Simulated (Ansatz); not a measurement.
A relaxed structure of Ge is spoiled in several ways and relaxed again each time (noise and exchanges are one random draw each; squeezed and stretched starts keep its symmetry, which their runs cannot lower; pressure is positive under compression). The numbers are results of r2SCAN (plane waves to 500 eV, PAW, scalar-relativistic; Ansatz, an electronic-structure program), not measurements.

```cif
data_Ge8
_chemical_formula_sum 'Ge8'
_space_group_name_H-M_alt 'Fd-3m :1'
_space_group_IT_number 227
_space_group_name_Hall 'F 4d 2 3 -1d'
_cell_length_a 5.67457
_cell_length_b 5.67457
_cell_length_c 5.67457
_cell_angle_alpha 90.000
_cell_angle_beta 90.000
_cell_angle_gamma 90.000
loop_
_atom_site_label
_atom_site_type_symbol
_atom_site_symmetry_multiplicity
_atom_site_Wyckoff_symbol
_atom_site_fract_x
_atom_site_fract_y
_atom_site_fract_z
_atom_site_occupancy
Ge1 Ge 8 b 0.50000 0.50000 0.50000 1
```
(The calculation used a cell of 2 atoms; values per cell refer to that cell.)

| change | first pressure (GPa) | largest first force (eV/Å) | released (eV/atom) | moves | outcome | final group | E − E(parent) (eV/atom) |
|---|---|---|---|---|---|---|---|
| stretched uniformly to 115 % of its volume | [?] | 0.00 | [?] | 3 | [?] | [?] | [?] |
| with every coordinate shifted by Gaussian noise of σ = 0.1 Å | 0.1 | 0.70 | 0.011 | 3 | returns to the parent | Fd-3m | 0.000 |

Question: What belongs in the gaps?

Answer: 
- stretched uniformly to 115 % of its volume, first pressure (GPa): -7.0
- stretched uniformly to 115 % of its volume, released (eV/atom): 0.086
- stretched uniformly to 115 % of its volume, outcome: returns to the parent
- stretched uniformly to 115 % of its volume, final group: Fd-3m
- stretched uniformly to 115 % of its volume, E − E(parent) (eV/atom): 0.000

First-step values come from each run's starting k-mesh (10×10×10). Each cell has its own k-point mesh; energy differences are given only to the digits this allows. No spin polarisation in the result.
